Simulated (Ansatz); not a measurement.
Bi:
```yaml
crystal:
  lattice:
    - [3.32436, 3.20017, 0.00000]
    - [-3.32436, 3.20017, 0.00000]
    - [-0.45249, 0.00000, 3.25927]
  atoms:
    - { symbol: Bi, position: [0.23009, 0.76991, 0.05868] }
    - { symbol: Bi, position: [0.76991, 0.23009, 0.94132] }
```

Relaxed with r²SCAN+D4. Special points in fractions of this cell's reciprocal vectors: Γ (0.000, 0.000, 0.000); C (0.486, 0.486, 0.000); C2 (-0.486, 0.514, 0.000); Y2 (-0.500, 0.500, 0.000); M2 (-0.500, 0.500, 0.500); D (-0.421, 0.579, 0.500); D2 (0.421, 0.421, 0.500); A (0.000, 0.000, 0.500); L2 (0.000, 0.500, 0.500); V2 (0.000, 0.500, 0.000).

**Question.** List the band energies nearest the Fermi level at these points for the program Ansatz at the r²SCAN+D4 level (PAW).

**Answer.** In eV from the Fermi level; about four levels below and three above (degenerate sets whole), none deeper than 8.9 eV; points with the same levels are listed once.

| k | below | above |
|---|---|---|
| Γ | -3.28 -3.02 | 2.43 3.06 3.53 |
| C | -5.11 -4.88 | 4.82 4.94 5.24 |
| Y2 | -5.11 -4.90 | 4.82 4.95 5.25 |
| M2 | -3.54 -3.19 -3.18 -2.51 | 2.75 2.91 7.24 |
| D | -3.63 -3.37 -2.62 -2.39 | 2.86 3.18 6.86 |
| A | -4.88 -1.88 -1.55 -0.64 | 3.60 4.18 6.45 |
| L2 | -3.99 -3.23 -0.43 | 0.72 1.69 2.12 |
| V2 | -1.81 -1.27 -0.47 -0.03 | 4.06 5.49 8.29 |

Space group C2/m. The workflow started from a Materials Project entry (that database holds measured and hypothetical structures alike); the Crystallography Open Database copy checked does not list it. It is not the phase usual at ambient conditions (space group No. 166). Symmetry was held in the r²SCAN+D4 relaxation; its stability against distortions is not shown here. The pairwise dispersion correction was not fitted to metals. Spin–orbit coupling is left out wherever it is not named.

Potentials: the later of the program's two PAW sets.
